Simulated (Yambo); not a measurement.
Yambo run on KSc2F7 (space group Cmmm, No. 65). The wavefunctions are PBEsol (pw.x of Quantum ESPRESSO, ONCV potentials, scalar-relativistic) ones on a 2×2×4 mesh (40 occupied bands); a = 6.2243 Å, b = 6.2243 Å, c = 4.0483 Å, α = 90.00°, β = 90.00°, γ = 116.57°.

Yambo input:

```
rim_cut
gw0
dyson
el_el_corr
HF_and_locXC
ppa
em1d
RandQpts= 1000000
RandGvec= 1 Ry
EXXRLvcs= 84 Ry
VXCRLvcs= 336 Ry
Chimod= "HARTREE"
% BndsRnXp
 3 | 166 |
%
NGsBlkXp= 6 Ry
% LongDrXp
 1.0 | 1.0 | 1.0 |
%
PPAPntXp= 27.2114 eV
% GbndRnge
 1 | 77 |
%
GTermKind= "none"
DysSolver= "n"
ExtendOut
% QPkrange
 1 | 1 | 40 | 40 |
 7 | 7 | 40 | 41 |
%
```

k points by index: 1 = Γ, 7 = (-0.5, -0.5, 0).

Table of the .qp output:

```
#    K-point    Band    Eo [eV]    E [eV]    E-Eo [eV]    Vxc [eV]    Vnlxc [eV]    Sc|Eo [eV]    Sc|E [eV]    dSc/dw|Eo [eV]    Re(Z)    Im(Z)
#
    1    40    0.000000    -1.499974    -1.499974    -23.04814    -30.59329    5.693555    6.045172    -6.378101    0.810114    -0.001261
    7    40    -0.025278    -1.581964    -1.556686    -22.81639    -30.53285    5.788878    6.159767    -6.482564    0.807602    -0.001299
    7    41    5.865917    9.502982    3.637066    -17.53104    -9.375566    -3.834870    -4.518410    -5.113820    0.841799    -0.001119
```
(The two width columns are left out.) Convergence of these settings isn't established.

Geometry of the Materials Project entry, not relaxed at this level.

The structure is a Materials Project entry; no match was found in the copy of COD used, and its stability was not checked.
